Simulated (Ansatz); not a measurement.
In PBEsol in the plane-wave PAW code Ansatz, Sn in the β-Sn type structure (I4_1/amd) relaxes to a = 5.856 Å, c = 3.135 Å.

Electronic character: metallic (no gap).

The cell was relaxed with PBEsol under the symmetry of its start. Axis ratios of metals converge slowly with the k-mesh, so a and c are less sure than the volume. Scalar-relativistic: spin–orbit coupling is off unless named, which matters more the heavier the elements.

Potentials: the later of the program's two PAW sets.
